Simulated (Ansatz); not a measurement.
# Calculated with Ansatz: YMgAg, relaxation

Launch command:

```bash
ansatz run input.yaml --threads 2 --pin off --max-ram 3584MiB --backend cpu --events-out ev --progress --plain --runs-dir out
```

Input:

```yaml
crystal:
  lattice:
    - [3.889713, 6.73718, 0.0]
    - [-3.889713, 6.73718, 0.0]
    - [0.0, 0.0, 4.201967]
  atoms:
    - { symbol: "Y", position: [0.595, 0.405, 0.5] }
    - { symbol: "Y", position: [0.405, 0.0, 0.5] }
    - { symbol: "Y", position: [0.0, 0.595, 0.5] }
    - { symbol: Ag, position: [0.3333, 0.3334, 0.0] }
    - { symbol: Ag, position: [0.6667, 0.6666, 0.0] }
    - { symbol: Ag, position: [0.0, 0.0, 0.5] }
    - { symbol: Mg, position: [0.25, 0.75, 0.0] }
    - { symbol: Mg, position: [0.75, 0.0, 0.0] }
    - { symbol: Mg, position: [0.0, 0.25, 0.0] }
  symmetry: { tolerance: 0.0003 }
kpoints:
  mp_grid: { grid: [5, 5, 8], shift: [0, 0, 0] }
magnetization:
  spin_polarized: false
scf:
  occupations: { method: fermi_dirac, width: 0.0652 }
  lower_state_search: "off"
hamiltonian:
  pseudopotentials: { kind: paw }
  xc: r2scan
basis:
  ecutwfc: 500
  fft_grid_basis: typed
relax:
  max_steps: 60
  cell: { p_target: 0.0 }
output:
  forces: true
  stress: true
  eigenvalues: true
  bader: true
  populations: true
  elf: true
  write_potential: true
  volumetric_format: npy
  dos:
    e_range: [-12, 8]
    de: 0.05
    projected: { site_lists: { Ag: [Ag], Mg: [Mg], "Y": ["Y"] } }
checkpoint:
  read: saved_state
```

Origin of the cell: a database entry, scaled a little.

The saved state is a converged single point of the same cell.

Excerpt of the output:

```
SCF iter   1: F=-40172.825309 eV  HF=-40172.829834 eV  Δρ=1.25e-3  dr2=1.15e-2  dr2_τ=7.26e-4
SCF iter   2: F=-40172.829413 eV  HF=-40172.832394 eV  Δρ=8.19e-4  dr2=5.30e-3  dr2_τ=7.34e-5
SCF iter   3: F=-40172.832041 eV  HF=-40172.832306 eV  Δρ=3.26e-4  dr2=4.35e-4  dr2_τ=2.75e-5
SCF iter   4: F=-40172.832263 eV  HF=-40172.832253 eV  Δρ=1.07e-4  dr2=2.78e-5  dr2_τ=3.05e-6
SCF iter   5: F=-40172.832103 eV  HF=-40172.832104 eV  Δρ=2.90e-5  dr2=3.18e-6  dr2_τ=1.20e-7
SCF iter   6: F=-40172.832104 eV  HF=-40172.832104 eV  Δρ=1.03e-5  dr2=3.31e-7  dr2_τ=1.76e-8
SCF iter   7: F=-40172.832104 eV  HF=-40172.832104 eV  Δρ=6.49e-6  dr2=1.07e-7  dr2_τ=6.51e-9
SCF iter   8: F=-40172.832104 eV  HF=-40172.832104 eV  Δρ=1.26e-6  dr2=4.88e-9  dr2_τ=2.96e-10
relax step   1: F+E_penalty+E_count = -40172.832104 eV  Δ(F+E_penalty+E_count) = +0.000e0 eV  max|allowed force component| = 2.169e-1 eV/Å  Δτ_max = 0.0000 Å  P = -2.315 GPa  Ω = 220.231 Å³ […]
relax step   2: F+E_penalty+E_count = -40172.909995 eV  Δ(F+E_penalty+E_count) = -7.789e-2 eV  max|allowed force component| = 1.220e-1 eV/Å  Δτ_max = 0.0849 Å  P = +1.180 GPa  Ω = 207.413 Å³ […]
relax step   3: F+E_penalty+E_count = -40172.929495 eV  Δ(F+E_penalty+E_count) = -1.950e-2 eV  max|allowed force component| = 2.340e-2 eV/Å  Δτ_max = 0.0246 Å  P = -0.032 GPa  Ω = 211.388 Å³ […]
relax step   4: F+E_penalty+E_count = -40172.930336 eV  Δ(F+E_penalty+E_count) = -8.411e-4 eV  max|allowed force component| = 8.533e-4 eV/Å  Δτ_max = 0.0053 Å  P = -0.014 GPa  Ω = 211.336 Å³ […]
relax step   5: F+E_penalty+E_count = -40172.930798 eV  Δ(F+E_penalty+E_count) = -4.619e-4 eV  max|allowed force component| = 1.053e-2 eV/Å  Δτ_max = 0.0030 Å  P = +0.038 GPa  Ω = 211.169 Å³ […]
relax step   6: F+E_penalty+E_count = -40172.930827 eV  Δ(F+E_penalty+E_count) = -2.891e-5 eV  max|allowed force component| = 6.311e-4 eV/Å  Δτ_max = 0.0019 Å  P = +0.001 GPa  Ω = 211.294 Å³ […]
relax step   7: F+E_penalty+E_count = -40172.928777 eV  Δ(F+E_penalty+E_count) = +2.050e-3 eV  max|allowed force component| = 6.715e-4 eV/Å  Δτ_max = 0.0000 Å  P = -0.003 GPa  Ω = 211.294 Å³  stress off target by 6.44e-3 GPa […]
SCF 7 converged in 6 iterations: F = -40172.928777 eV  dr2 = 7.81e-11
basis re-selected at this cell: Δ(F+E_penalty+E_count) = +2.050e-3 eV, ΔP = -0.004 GPa vs the last step (what re-selecting the basis moved, of the pressure what is left beyond the Pulay corre […]
SCF converged after 6 iterations
Free energy (F): -40172.928777 eV
Harris-Foulkes:  -40172.928777 eV  (|F-HF|=3.64e-11)
Internal energy: -40172.835453 eV  (E = F + TS)
E sigma→0 (E₀):  -40172.882115 eV
Entropy (-TS):   -0.093324 eV (-10.369 meV/atom)
Fermi energy:    10.515543 eV
--- Per-component energies (eV) ---
  E_band       = -2505.446602
  E_kinetic    = 2716.723990
  E_local      = -15645.295877  (includes V_loc(G=0)·N_el)
  E_nonlocal   = 669.390176
  E_hartree    = 6387.198363
  E_xc         = -1121.117654
  E_vxc        = -1577.662110  (∫ρ·V_xc dr)
  E_paw        = -21171.726568  (= ΣΔE_a)
  E_vpaw       = -1546.731326  (= ΣTr[D̂ρ^β])
  E_aug_tail   = 0.000188  (compensation charges beyond the density's cutoff)
  E_vtau       = 103.731182  (kinetic-family band-sum trace: ∫τ·v_τ [+ j·A + Jᵃ·Aᵃ] dr)
  E_ewald      = -12005.939654
  E_core_change = -2.068417  (= ΣΔE_core)
  E_smearing   = -0.093324  (= −TS)
  Σ components = -40172.928777   (vs F -40172.928777, Δ=0.00e0)
--- Forces (eV/Å), atoms counted from 1 ---
  atom   1  Y     -0.000600    -0.000000     0.000000
  atom   2  Y      0.000300     0.000520     0.000000
  atom   3  Y      0.000300    -0.000520     0.000000
  atom   4  Ag    -0.000000     0.000000     0.000000
  atom   5  Ag     0.000000     0.000000     0.000000
  atom   6  Ag    -0.000000    -0.000000     0.000000
  atom   7  Mg     0.000671     0.000000     0.000000
  atom   8  Mg    -0.000336    -0.000582     0.000000
  atom   9  Mg    -0.000336     0.000582     0.000000
  max |Σ_I F_I| component: 2.46e-17 eV/Å
--- Stress (GPa, compression-positive) ---
       -0.001206      -0.000000       0.000000
       -0.000000      -0.001206       0.000000
        0.000000       0.000000      -0.006437
  P = ⅓ Tr σ = -0.0029 GPa (-0.029 kbar)
--- Relaxed structure (6 steps of the walk, 6 accepted, 1 SCFs on fresh bases) ---
  F+E_penalty+E_count = -40172.928777 eV   max|allowed force component| = 6.715e-4 eV/Å   (the final SCF, on the basis selected at the relaxed cell)
  cell:  # Å, volume = 211.2941 Å³
    - [3.854370, 6.675964, 0.0]
    - [-3.854370, 6.675964, 0.0]
    - [0.0, 0.0, 4.105727]
  atoms:
    - { symbol: Y, position: [0.586841, 0.413159, 0.5] }
    - { symbol: Y, position: [0.413159, -2.775e-17, 0.5] }
    - { symbol: Y, position: [-1.665e-16, 0.586841, 0.5] }
    - { symbol: Ag, position: [0.333333, 0.333333, 0.0] }
    - { symbol: Ag, position: [0.666667, 0.666667, 0.0] }
    - { symbol: Ag, position: [3.080e-19, -3.264e-19, 0.5] }
    - { symbol: Mg, position: [0.245275, 0.754725, 0.0] }
    - { symbol: Mg, position: [0.754725, -5.551e-17, 0.0] }
    - { symbol: Mg, position: [-1.387e-17, 0.245275, 0.0] }
--- Löwdin populations: 9 sites ---
  site symbol       q [e]
     0      Y     11.2989
     1      Y     11.2989
     2      Y     11.2989
     3     Ag     18.8850
     4     Ag     18.8850
     5     Ag     19.1104
     6     Mg      9.0364
     7     Mg      9.0364
     8     Mg      9.0364
  spilling = 0.017615 (of n_electrons = 120.000000)
--- Bader charges: 9 sites ---
  site symbol  charge [e]  shift [e]
     0      Y      1.5522     0.0000
     1      Y      1.5522     0.0000
     2      Y      1.5522     0.0000
     3     Ag     -2.6337     0.0000
     4     Ag     -2.6337     0.0000
     5     Ag     -3.0549     0.0000
     6     Mg      1.2219     0.0000
     7     Mg      1.2219     0.0000
     8     Mg      1.2219     0.0000
  estimated error of the sums over rays = 8.1e-4 e
```

The starting structure.

Space group P-62m (No. 189); the run's cell has a = 7.779 Å, b = 7.779 Å, c = 4.202 Å, α = 90.00°, β = 90.00°, γ = 60.00°. Shortest distances: Ag–Mg 2.86 Å, Ag–Y 3.15 Å, Mg–Mg 3.37 Å, Mg–Y 3.41 Å.

After:

Space group P-62m (No. 189); the run's cell has a = 7.709 Å, b = 7.709 Å, c = 4.106 Å, α = 90.00°, β = 90.00°, γ = 60.00°. Shortest distances: Ag–Mg 2.79 Å, Ag–Y 3.10 Å, Mg–Mg 3.27 Å, Mg–Y 3.34 Å.

```
Free energy lowered by  : 10.7 meV/atom
Volume change           : -4.06 %
Final pressure          : 0.00 GPa
Relaxation steps listed : 7
```

Caveats: the relaxation held the start's symmetry, so the end may be a saddle point.

It ran for 6.3 min on 2 threads of Arm Neoverse V1, with other jobs on the host, peak memory 1.1 GiB, from a saved density.
